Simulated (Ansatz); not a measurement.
GaIr (CsCl type, Pm-3m) under volume change, the program Ansatz at the r²SCAN level (PAW), scaled uniformly.

| V (Å³/atom) | E − E(relaxed) (meV/atom) | P (GPa) |
|---|---|---|
| 12.611 | 103.0 | 28.98 |
| 13.027 | 43.0 | 17.59 |
| 13.442 | 10.1 | 8.03 |
| 13.858 | 0.0 | -0.01 |
| 14.274 | 9.0 | -6.75 |
| 14.690 | 34.1 | -12.39 |
| 15.105 | 72.5 | -17.06 |

**Question.** What does a third-order Birch–Murnaghan fit give for V₀, B₀ and B′?

**Answer.** V₀ = 13.86 Å³/atom, B₀ = 244 GPa, B′ = 4.9.

The workflow started from an entry of the Crystallography Open Database (COD). Whether it is the stable phase at ambient conditions was not checked. The r²SCAN relaxation kept the symmetry of its start; whether a distortion lowers the energy is not shown. No spin polarisation was allowed. Spin–orbit coupling is left out wherever it is not named.

Potentials: the later of the program's two PAW sets.
